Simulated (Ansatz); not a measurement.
**What moves the field gradients of SrCaLaBiO₆?**

Cell of run 1: a computed structure from the Materials Project (it need not be an observed phase), atoms as given.

```xyz
20
Lattice="5.9068 0.0000 0.0000 0.0000 6.1288 0.0000 -5.8945 0.0000 8.5166" Properties=species:S:1:pos:R:3 pbc="T T T"
Sr    0.0795    4.9009    6.4021
Sr    3.0268    1.2279    2.1438
Ca    2.9442    4.6344    0.0027
Ca   -0.0030    1.4944    4.2610
La   -3.0546    1.9030    6.3983
La   -0.1073    4.2258    2.1400
Bi    5.8979    1.5182    0.0010
Bi    2.9507    4.6106    4.2592
O     4.9061    5.8260    0.5367
O    -1.8073    2.8665    3.7191
O    -4.7545    3.2623    7.9774
O     1.9589    0.3028    4.7950
O     4.2071    2.7355    0.4725
O    -1.1819    5.6959    3.7369
O    -4.1291    0.4329    7.9952
O     1.2599    3.3933    4.7308
O    -2.3420    4.2662    6.2944
O    -0.7397    1.2668    6.5024
O     2.2076    4.8620    2.2441
O     0.6052    1.8626    2.0361
```

Atom numbers follow the list; atoms alike are taken as one site, whose name carries the number of the first.

Relaxed positions (PBE, cell held):

```
CELL_PARAMETERS angstrom
5.90678 0.00000 0.00000
0.00000 6.12880 0.00000
-5.89446 0.00000 8.51657
ATOMIC_POSITIONS crystal
Sr 0.76366 0.79637 0.75132
Sr 0.76366 0.20363 0.25132
Ca 0.49953 0.75417 0.00105
Ca 0.49953 0.24583 0.50105
La 0.23582 0.30708 0.75449
La 0.23582 0.69292 0.25449
Bi 0.99989 0.24710 0.00065
Bi 0.99989 0.75290 0.50065
O 0.89279 0.95152 0.06585
O 0.12942 0.47532 0.43180
O 0.12942 0.52468 0.93180
O 0.89279 0.04848 0.56585
O 0.76624 0.44499 0.05216
O 0.23496 0.93539 0.44030
O 0.23496 0.06461 0.94030
O 0.76624 0.55501 0.55216
O 0.34045 0.69389 0.73759
O 0.63722 0.20224 0.76476
O 0.63722 0.79776 0.26476
O 0.34045 0.30611 0.23759
```

All runs are DFT with Ansatz 0.2.0 (plane waves and PAW, scalar-relativistic unless spin–orbit coupling is named, Γ-centred meshes, Fermi–Dirac smearing where given) in this cell.

Run 1: PBE, atoms as given; 420 eV, 5×4×3 k-points, smearing 0.02 eV.
Run 2: PBE, atoms relaxed; 420 eV, 5×4×3 k-points, smearing 0.02 eV.
Run 3: r2SCAN, at the relaxed atoms; 500 eV, 5×4×3 k-points, smearing 0.02 eV.

| run | La V_zz (η) | Bi V_zz (η) | O10 V_zz (η) |
| --- | --- | --- | --- |
| 1 | -13.71 (0.52) | 5.23 (0.74) | 8.60 (0.39) |
| 2 | ? | ? | ? |
| 3 | -13.35 (0.77) | -5.79 (0.85) | 8.63 (0.35) |

V_zz in 10²¹ V/m²; 3 of the 10 sets of like atoms are followed.

(1) Estimate the row of run 2.

Answers

(1) La: -13.17 (0.77); Bi: -5.56 (0.84); O10: 8.39 (0.36). It lies nearest to run 3, from whose tensors on these sites it differs by 0.27 at most (largest principal value of the difference, on Bi). Taken one at a time, the positions of the atoms (as given or relaxed) move the tensors on these sites by up to 2.27 (largest principal value of the change, on La), the functional (r2SCAN with its higher cutoff) by 0.27 (Bi). On some sites the largest principal value moves to another axis from run to run, and the sign of V_zz can flip with it.

Leaving out spin–orbit coupling shifts gradients on Bi by a few per cent, and by more where contributions nearly cancel. In runs 1, 3 the atoms aren't at the calculated equilibrium (largest force 0.28, 0.32 eV/Å).
